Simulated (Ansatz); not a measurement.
AlIr:
Space group Cmcm (No. 63); a = 2.8437 Å, b = 9.6256 Å, c = 4.1754 Å, α = β = γ = 90.00°

```tsv
atom	site	symmetry	x	y	z
Al	4c	m2m	0.0000	0.4140	0.2500
Ir	4c	m2m	0.0000	0.1510	0.2500
```
(The calculation used a cell of 4 atoms; values per cell refer to that cell.)

Relaxed at zero pressure with the program Ansatz at the PBE level (PAW).

Task: The volume is lowered by 6 % and shape and atoms relax at that volume. What pressure results, and how do the axes share the change?

Result: 14.4 GPa; a -2.3 %, b -1.8 %, c -2.0 %; the energy rises by 36 meV/atom.

Task: Give the new structure.

Result: 
Space group Cmcm (No. 63); a = 2.779 Å, b = 9.453 Å, c = 4.090 Å, α = 90.00°, β = 90.00°, γ = 90.00°

| atom | site | symmetry | x | y | z |
|---|---|---|---|---|---|
| Al | 4c | m2m | 0.0000 | 0.4160 | 0.2500 |
| Ir | 4c | m2m | 0.0000 | 0.1532 | 0.2500 |

The phase is kept; no other phase was compared at this pressure.

The start of the workflow was typed in or built on a structure type; neither database checked (COD, Materials Project) lists it. Whether it is the stable phase at ambient conditions was not checked. The PBE relaxation kept the symmetry of its start; whether a distortion lowers the energy is not shown. No spin polarisation was allowed. Axis ratios of metals converge slowly with the k-mesh, so a and c are less sure than the volume. Scalar-relativistic: spin–orbit coupling is off unless named, which matters more the heavier the elements.

Potentials: the earlier of the program's two PAW sets.
